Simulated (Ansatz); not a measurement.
Relaxed-ion elastic tensor of ZrTa (CsCl type, space group No. 221) in GPa (Voigt order), the program Ansatz at the PBEsol level (PAW); density 11.53 g/cm³, 19.59 Å³ per atom.

```
 163   128   128   0.0   0.0   0.0
 128   163   128   0.0   0.0   0.0
 128   128   163   0.0   0.0   0.0
 0.0   0.0   0.0  40.6   0.0   0.0
 0.0   0.0   0.0   0.0  40.6   0.0
 0.0   0.0   0.0   0.0   0.0  40.6
```

Question: Is the crystal mechanically stable?

Answer: Yes: the smallest eigenvalue of C is 34.6 GPa.

Question: Work out the Voigt, Reuss and Hill averages.

Answer: K_V = 140, K_R = 140, K_H = 140; G_V = 31.3, G_R = 26.4, G_H = 28.8 GPa.

Question: Give Young's modulus, Poisson's ratio, Pugh's ratio and the universal anisotropy index.

Answer: E = 9KG/(3K + G) = 80.9 GPa; ν = 0.40; K/G = 4.84 (ductile by the Pugh limit of 1.75); A_U = 5G_V/G_R + K_V/K_R − 6 = 0.93.

Question: Estimate the sound speeds and the Debye temperature.

Answer: v_l = √((K + 4G/3)/ρ) = 3930 m/s, v_t = √(G/ρ) = 1580 m/s, mean 1790 m/s; Θ = (h/k)(3n/4πV)^(1/3) v_m = 198 K.

Question: Give the Zener ratio and Young's modulus along [100], [110] and [111].

Answer: A = 2C44/(C11 − C12) = 2.35; 1/E = S11 − 2(S11 − S12 − S44/2)Γ with Γ = 0, 1/4, 1/3 gives 49.8, 84.9, 111 GPa.

Question: Solve the Christoffel equation for the three sound speeds along [100], [110], [111].

Answer: Eigenvalues of C_ijkl n_j n_l equal ρv². In km/s, slowest first: [100] 1.88, 1.88, 3.75; [110] 1.22, 1.88, 4.01; [111] 1.47, 1.47, 4.10.

Space group Pm-3m (CsCl type). The start of the workflow was typed in or built on a structure type; neither database checked (COD, Materials Project) lists it. Whether it is the stable phase at ambient conditions was not checked. The PBEsol relaxation kept the symmetry of its start; whether a distortion lowers the energy is not shown. No spin polarisation was allowed. Its formation energy is positive at this level, so the cell may be metastable or incomplete. As this level gives no gap, shear constants depend on the k-mesh and smearing (Fermi–Dirac, 0.1 eV here). Spin–orbit coupling is left out wherever it is not named.

Potentials: the later of the program's two PAW sets.
